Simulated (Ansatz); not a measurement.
Zincblende CdSe, relaxed with r2SCAN: 11 runs in the plane-wave code Ansatz, each a construction of maximally localised Wannier functions. Space group F-43m (No. 216), cubic; conventional cell a = 6.136 Å, 28.87 Å³ an atom. Cd is surrounded by 4 Se at 2.66 Å; Se is surrounded by 4 Cd at 2.66 Å. The values are computed, spin-unpolarised, and not measurements.

```
Cd Se
1.0
     0.00000    3.06778    3.06778
     3.06778    0.00000    3.06778
     3.06778    3.06778    0.00000
Cd Se
1 1
Direct
  0.00000 0.00000 0.00000
  0.25000 0.25000 0.25000
```

Windows count from the top of the filled bands; a dash means that no such window was set (without an outer window there is no disentanglement). Rows marked drawn have settings drawn at random (some not listed).

```
functional  SCF mesh          trial orbitals  functions   mesh     window (eV)  frozen (eV)  settings  Ω total (Å²)  Ω invariant (Å²)  largest spread (Å²)  least projectability  interpolation miss of the model's filled bands (eV, to the nearest computed level)
       PBE     6×6×6              Se s, Se p          4  6×6×6               –            –    chosen          8.89              8.47                 2.22                  0.76                                                                               0.175
       PBE     6×6×6              Se s, Se p          4  4×4×4               –            –    chosen          7.99              7.51                 2.00                  0.79                                                                               0.355
       PBE     6×6×6                    Se p          3  6×6×6               –            –    chosen          8.99              8.73                 3.00                  0.74                                                                               0.175
       PBE     6×6×6              Cd d, Se p          8  6×6×6               –            –    chosen         11.01             10.54                 2.57                  0.77                                                                               0.176
       PBE     6×6×6                    Cd d          5  6×6×6               –            –    chosen          4.41              4.37                 1.04                  0.88                                                                               0.002
    r2SCAN     6×6×6              Se s, Se p          4  6×6×6               –            –    chosen          8.62              8.20                 2.16                  0.80                                                                               0.126
    r2SCAN     6×6×6                    Cd d          5  6×6×6               –            –    chosen          4.38              4.34                 1.04                  0.87                                                                               0.002
     HSE06     6×6×6              Se s, Se p          4  6×6×6               –            –    chosen          8.41              8.00                 2.10                  0.82                                                                                   –
       PBE     6×6×6     Cd d (plain search)          5  6×6×6               –            –     drawn          4.43              4.37                 1.05                  0.88                                                                               0.003
       PBE     6×6×6  Se s, Se p, Cd s, Cd p          8  6×6×6  -15.1 to +14.0            –     drawn         16.90             14.91                 2.66                  0.77                                                                               0.085
       PBE     6×6×6                    Se p          3  6×6×6  -17.1 to +19.1            –     drawn          4.86              4.84                 1.62                  0.77                                                                                   –
```

For Se s, Se p with PBE the spread goes 7.99 Å² (4×4×4), 8.89 Å² (6×6×6): finite differences on a coarse mesh understate it.

The runs are scalar-relativistic, without spin-orbit coupling.
